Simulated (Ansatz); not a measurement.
# TlWF$_{6}$ (Fm-3m) at 2 levels of theory

One geometry, relaxed with PBE; plane waves with PAW potentials in Ansatz, scalar-relativistic. Collinear spin in the rows PBE; the others have none, so their zero moments are imposed. +U rows take U_eff W 6.20 eV on the d shells. Gaps are the least over mesh and band path; pressure is positive in compression.

```
Tl W F
1.0
     0.00000    4.77164    4.77164
     4.77164    0.00000    4.77164
     4.77164    4.77164    0.00000
Tl W F
1 1 6
Cartesian
  4.7716 4.7716 4.7716
  0.0000 0.0000 0.0000
  1.9138 4.7716 4.7716
  7.6294 4.7716 4.7716
  4.7716 1.9138 4.7716
  4.7716 7.6294 4.7716
  4.7716 4.7716 1.9138
  4.7716 4.7716 7.6294
```

```csv
level,cutoff (eV),k mesh,gap (eV),pressure (GPa),largest moment (μB)
PBE,420,8×8×8,0,0.0,0.44
```

Q: What comes out on the same cell with PBE+U?

A:
| level | cutoff (eV) | k mesh | gap (eV) | pressure (GPa) | largest moment (μB) |
| --- | --- | --- | --- | --- | --- |
| PBE+U | 420 | 8×8×8 | 0 | 0.3 | 0.00 |

Spin-orbit coupling matters for the bands of heavy elements and is left out. Spin polarisation was left out for TlWF6 (a zero moment there is imposed), and a magnetic state may lie lower.

The cell was found from a structure generator's guess, not taken from experiment.
